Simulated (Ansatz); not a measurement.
LiTaO3:
```cif
data_Li2O6Ta2
_chemical_formula_sum 'Li2 Ta2 O6'
_space_group_name_H-M_alt 'P 1'
_space_group_IT_number 1
_cell_length_a 5.36943
_cell_length_b 5.36943
_cell_length_c 3.91493
_cell_angle_alpha 90.000
_cell_angle_beta 90.000
_cell_angle_gamma 90.000
loop_
_space_group_symop_operation_xyz
  'x, y, z'
loop_
_atom_site_label
_atom_site_type_symbol
_atom_site_fract_x
_atom_site_fract_y
_atom_site_fract_z
_atom_site_occupancy
Li1 Li 0.50000 0.00000 0.50000 1
Li2 Li 0.00000 0.50000 0.50000 1
Ta1 Ta 0.00000 0.00000 0.00000 1
Ta2 Ta 0.50000 0.50000 0.00000 1
O1 O 0.00000 0.00000 0.50000 1
O2 O 0.50000 0.50000 0.50000 1
O3 O 0.67731 0.17731 0.00000 1
O4 O 0.32269 0.82269 0.00000 1
O5 O 0.82269 0.67731 0.00000 1
O6 O 0.17731 0.32269 0.00000 1
```

Relaxed with PBEsol. PBEsol (plane waves, PAW; program Ansatz) gives a gap of 2.41 eV.

### Question
What gap does HSE06 give on the same cell (Ansatz, PAW)?

### Answer
3.88 eV, 1.47 eV more. The hybrid was solved on a coarser mesh and at special points; its gap is the smallest among all of these.

```json
[
 {"k": "Γ", "v1 PBEsol": "-0.31", "c1 PBEsol": "2.41", "v1 HSE06": "-0.35", "c1 HSE06": "3.88"},
 {"k": "Z", "v1 PBEsol": "0.00", "c1 PBEsol": "3.06", "v1 HSE06": "0.00", "c1 HSE06": "4.55"},
 {"k": "M", "v1 PBEsol": "-0.75", "c1 PBEsol": "2.59", "v1 HSE06": "[?]", "c1 HSE06": "[?]"},
 {"k": "A", "v1 PBEsol": "-0.13", "c1 PBEsol": "4.92", "v1 HSE06": "[?]", "c1 HSE06": "[?]"},
 {"k": "R", "v1 PBEsol": "-0.50", "c1 PBEsol": "4.92", "v1 HSE06": "[?]", "c1 HSE06": "[?]"},
 {"k": "X", "v1 PBEsol": "-0.44", "c1 PBEsol": "3.87", "v1 HSE06": "[?]", "c1 HSE06": "[?]"}
]
```

### Question
Top valence (v1) and lowest conduction level (c1) in eV from each method's valence maximum (which need not be a listed point): supply the withheld HSE06 values.

### Answer

- M, v1 HSE06: -0.82
- M, c1 HSE06: 4.07
- X, v1 HSE06: -0.48
- X, c1 HSE06: 5.39
- R, v1 HSE06: -0.54
- R, c1 HSE06: 6.53
- A, v1 HSE06: -0.14
- A, c1 HSE06: 6.52

Cost on shared cores: the PBEsol run (SCF on a 5×5×7 mesh, then bands and DOS) about 100 core-seconds (a rough figure), the HSE06 run (SCF on 3×3×4, then a few points) very roughly 5 core-minutes; the tasks are unlike.

Space group P4/mbm. The workflow started from a Materials Project entry (that database holds measured and hypothetical structures alike); the Crystallography Open Database copy checked does not list it. It is not the phase usual at ambient conditions (space group No. 161). The PBEsol relaxation kept the symmetry of its start; whether a distortion lowers the energy is not shown. No spin polarisation was allowed. Spin–orbit coupling is left out wherever it is not named.

Potentials: the later of the program's two PAW sets.
